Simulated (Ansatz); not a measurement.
Relaxed-ion elastic tensor of Ir (fcc (Cu type), Fm-3m) in GPa (Voigt order), plane-wave PAW PBE+D3(BJ) (Ansatz code); density 22.54 g/cm³, 14.16 Å³ per atom.

```csv
,1,2,3,4,5,6
1,628,247,247,0.0,0.0,0.0
2,247,628,247,0.0,0.0,0.0
3,247,247,628,0.0,0.0,0.0
4,0.0,0.0,0.0,281,0.0,0.0
5,0.0,0.0,0.0,0.0,281,0.0
6,0.0,0.0,0.0,0.0,0.0,281
```

Q: Is the crystal mechanically stable?

A: Yes: the smallest eigenvalue of C is 281 GPa.

Q: Work out the Voigt, Reuss and Hill averages.

A: K_V = 374, K_R = 374, K_H = 374; G_V = 245, G_R = 236, G_H = 240 GPa.

Q: Give Young's modulus, Poisson's ratio, Pugh's ratio and the universal anisotropy index.

A: E = 9KG/(3K + G) = 594 GPa; ν = 0.24; K/G = 1.56 (brittle by the Pugh limit of 1.75); A_U = 5G_V/G_R + K_V/K_R − 6 = 0.18.

Q: Estimate the sound speeds and the Debye temperature.

A: v_l = √((K + 4G/3)/ρ) = 5550 m/s, v_t = √(G/ρ) = 3270 m/s, mean 3620 m/s; Θ = (h/k)(3n/4πV)^(1/3) v_m = 445 K.

Q: Give the Zener ratio and Young's modulus along [100], [110] and [111].

A: A = 2C44/(C11 − C12) = 1.47; 1/E = S11 − 2(S11 − S12 − S44/2)Γ with Γ = 0, 1/4, 1/3 gives 489, 616, 674 GPa.

The PBE+D3(BJ) relaxation kept the symmetry of its start. No spin polarisation was allowed. The pairwise dispersion correction was not fitted to metals. As this level gives no gap, shear constants depend on the k-mesh and smearing (Fermi–Dirac, 0.1 eV here). Scalar-relativistic: spin–orbit coupling is off unless named, which matters more the heavier the elements.

Potentials: the later of the program's two PAW sets.
